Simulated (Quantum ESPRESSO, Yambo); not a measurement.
A free-standing PtS2 monolayer (symmetry P-3m1, slab cell 15.5 Å high): static response along x against the Γ-centred k mesh (Yambo on LDA (pw.x of Quantum ESPRESSO, ONCV potentials, scalar-relativistic) bands; 60 bands, 3 Ry block). The smallest direct LDA gap is 1.90 eV.

```json
[
 {"k mesh": "6×6×1", "α(0), independent particles (Å)": "6.43", "α(0), RPA with local fields (Å)": "5.73", "rough Yambo cost": "about 1/3"},
 {"k mesh": "9×9×1", "α(0), independent particles (Å)": "6.69", "α(0), RPA with local fields (Å)": "5.98", "rough Yambo cost": "about 1/2"},
 {"k mesh": "12×12×1", "α(0), independent particles (Å)": "6.58", "α(0), RPA with local fields (Å)": "5.88", "rough Yambo cost": "within a factor of two"},
 {"k mesh": "15×15×1", "α(0), independent particles (Å)": "6.59", "α(0), RPA with local fields (Å)": "5.89", "rough Yambo cost": "1"}
]
```

The last step changes the RPA value by 0.2 %. Electronic response only; costs are rough.

Spin-orbit coupling is not included.

Geometry relaxed with LDA; primitive cell a = b = 3.5125 Å, c = 15.5000 Å, α = β = 90.00°, γ = 120.00°.
